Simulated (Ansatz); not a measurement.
TiTe$_{2}$ in space group R3m (No. 160; Ti on 3a, Te on 3a, Te on 3a), plane-wave PAW r²SCAN+D4 (Ansatz code), all energies at zero smearing, with the estimated change up to a 700 eV cutoff added, with one set of potentials and settings (totals compare only within such a set). Cell of 3 atoms (1 Ti, 2 Te): -16496.600 eV.

```json
[
 {"element": "Ti", "reference phase": "P6/mmm, 3 atoms in the cell", "E (eV/atom)": "-2504.4584"},
 {"element": "Te", "reference phase": "P3_121, 3 atoms in the cell", "E (eV/atom)": "-6994.9777"}
]
```

Formation energy per atom, worked out: (-16496.600 − 1×(-2504.4584) − 2×(-6994.9777))/3 = -0.729 eV/atom (-70 kJ per mol of atoms), at 0 K, without zero-point energy or fitted corrections.

The cell is a constructed one: a structure type filled with these elements; neither database checked (COD, Materials Project) lists it. COD files the formula under space group No. 164. Its standing as an ambient phase is unchecked. Symmetry was held in the r²SCAN+D4 relaxation; its stability against distortions is not shown here. No spin polarisation was allowed. The references are the lowest solids computed at this level, not always the standard phases. Spin–orbit coupling is left out wherever it is not named.

Potentials: the later of the program's two PAW sets.
